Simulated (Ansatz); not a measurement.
Input and command of a plane-wave DFT calculation in Ansatz:

```yaml
crystal:
  lattice:
    - [2.900501436, 0.0, 0.0]
    - [-1.450250718, 2.5119079273, 0.0]
    - [0.0, 0.0, 2.829]
  atoms:
    - { symbol: W, position: [-0.1730424181, -0.1266758419, -0.1590668081] }
    - { symbol: C, position: [0.6666666667, 0.3333333333, 0.5] }
basis:
  ecutwfc: 500
kpoints:
  mp_grid: { grid: [18, 18, 16] }
hamiltonian:
  xc: r2scan
scf:
  occupations: { method: gaussian, width: 0.15 }
output:
  forces: true
  stress: true
  eigenvalues: true
```

```bash
ansatz run input.yaml --threads 1 --pin off --max-ram 2560MiB --backend cpu --events-out ev --progress --plain --runs-dir out
```

Processor: Intel(R) Xeon(R) 6975P-C (Granite Rapids), 1 thread, on a host shared with other jobs.

How long does it run, and how much memory does it take?

About 60 s on 1 thread of Intel(R) Xeon(R) 6975P-C (Granite Rapids), on a shared host, peak memory 1.4 GiB. It solves 13 bands at 2596 k points (the mesh reduced by symmetry) with about 527 plane waves, in 7 SCF iterations.
